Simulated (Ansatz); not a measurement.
FePt:
Space group P4/mmm (No. 123); a = 2.7302 Å, b = 2.7302 Å, c = 3.7303 Å, α = 90.00°, β = 90.00°, γ = 90.00°

| atom | site | symmetry | x | y | z |
|---|---|---|---|---|---|
| Fe | 1a | 4/mmm | 0.0000 | 0.0000 | 0.0000 |
| Pt | 1d | 4/mmm | 0.5000 | 0.5000 | 0.5000 |
The run is spin-polarised.

Relaxed at zero pressure with the program Ansatz at the r²SCAN level (PAW).

Question: The volume is raised by 9 % and shape and atoms relax at that volume. What pressure results, and how do the axes share the change?

Answer: -15.0 GPa; a 3.0 %, b 3.0 %, c 2.8 %; the energy rises by 64 meV/atom.

Question: Give the new structure.

Answer: 
Space group P4/mmm (No. 123); a = b = 2.811 Å, c = 3.836 Å, α = β = γ = 90.00°

```
atom  site  symmetry       x       y       z
----  ----  --------  ------  ------  ------
Fe      1a     4/mmm  0.0000  0.0000  0.0000
Pt      1d     4/mmm  0.5000  0.5000  0.5000
```

The phase is kept; no other phase was compared at this pressure.

The r²SCAN relaxation kept the symmetry of its start. The final state is ferromagnetic, chosen from 5 collinear starts compared on coarse meshes (ties went to the first, and starts can fall back to one state), not a proven ground state. Textbook magnetic order: ferromagnetic. Other orbital occupations within this spin state were not tried. Axis ratios of metals converge slowly with the k-mesh, so a and c are less sure than the volume. Scalar-relativistic: spin–orbit coupling is off unless named, which matters more the heavier the elements.

Potentials: the earlier of the program's two PAW sets.
